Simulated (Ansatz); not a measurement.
Values for one crystal, relaxed and computed with PBEsol in the plane-wave PAW code Ansatz; other levels are named.

- Volume per atom = 18.13 Å³
- Electronic character = metallic (no gap)
- Bulk modulus (Birch–Murnaghan fit) = 174 GPa
- Mechanical stability = unstable (C has a negative eigenvalue)
- Pressure derivative B′ = 3.6
- Elastic constants (relaxed ions, GPa) = C11 = -22.8, C12 = 273, C44 = -64.6
- Gap with spin–orbit coupling = none (metallic)

Question: Pick the material that matches.
A. Pd, fcc (Cu type)
B. Ni, fcc (Cu type)
C. Rh, fcc (Cu type)
D. Nb, fcc (Cu type)

Answer: D, Nb, fcc (Cu type)

Space group Fm-3m (fcc (Cu type)). The workflow started from an entry of the Crystallography Open Database (COD), which files this formula under 2 space groups. It is not the phase usual at ambient conditions (space group No. 229). Symmetry was held in the PBEsol relaxation. No spin polarisation was allowed. As this level gives no gap, shear constants depend on the k-mesh and smearing (Fermi–Dirac, 0.1 eV here). Spin–orbit coupling is left out wherever it is not named.

Potentials: the earlier of the program's two PAW sets.
